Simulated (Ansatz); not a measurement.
Total density of states per atom from DFT-PBEsol in the program Ansatz with PAW potentials, in 0.25 eV bins, energy from the Fermi level:

| E (eV) | states/eV/atom |
|---|---|
| -7.85 | 0.23 |
| -7.60 | 0.23 |
| -7.35 | 0.25 |
| -7.10 | 0.30 |
| -6.85 | 0.26 |
| -6.60 | 0.20 |
| -6.35 | 0.18 |
| -6.10 | 0.25 |
| -5.85 | 0.26 |
| -5.60 | 0.30 |
| -5.35 | 0.34 |
| -5.10 | 0.32 |
| -4.85 | 0.31 |
| -4.60 | 0.30 |
| -4.35 | 0.29 |
| -4.10 | 0.24 |
| -3.85 | 0.22 |
| -3.60 | 0.23 |
| -3.35 | 0.27 |
| -3.10 | 0.32 |
| -2.85 | 0.36 |
| -2.60 | 0.38 |
| -2.35 | 0.40 |
| -2.10 | 0.42 |
| -1.85 | 0.44 |
| -1.60 | 0.44 |
| -1.35 | 0.49 |
| -1.10 | 0.45 |
| -0.85 | 0.40 |
| -0.60 | 0.39 |
| -0.35 | 0.30 |
| -0.10 | 0.19 |
| 0.15 | 0.15 |
| 0.40 | 0.22 |
| 0.65 | 0.34 |
| 0.90 | 0.37 |
| 1.15 | 0.47 |
| 1.40 | 0.50 |
| 1.65 | 0.51 |
| 1.90 | 0.42 |
| 2.15 | 0.40 |
| 2.40 | 0.43 |
| 2.65 | 0.46 |
| 2.90 | 0.52 |
| 3.15 | 0.45 |
| 3.40 | 0.46 |
| 3.65 | 0.53 |
| 3.90 | 0.53 |
| 4.15 | 0.50 |
| 4.40 | 0.51 |
| 4.65 | 0.53 |

Question: Which of these materials gives this?
A) GaSb, CsCl type
B) ZrMo, Cmcm (Zr on 4c, Mo on 4c)
C) Ga, Cmcm (Ga on 8g)
D) TaGa3, Cu3Au type

Answer: C, Ga, Cmcm (Ga on 8g). Within 0.5 eV of the Fermi level: Ga 4p 81 %, Ga 4s 17 %. Projections are on Löwdin-orthogonalised atomic valence shells; empty p or d shells of many metals are not among them.

The workflow started from a Materials Project entry (that database holds measured and hypothetical structures alike); the Crystallography Open Database files this formula in space group No. 63, but the cells were not matched. It is not the phase usual at ambient conditions (space group No. 64). The PBEsol relaxation kept the symmetry of its start; whether a distortion lowers the energy is not shown. Spin–orbit coupling is left out wherever it is not named.

Potentials: the earlier of the program's two PAW sets. The files were generated under PBE; for other functionals the program regenerates the frozen cores, and for LDA and PBEsol the local potential too.
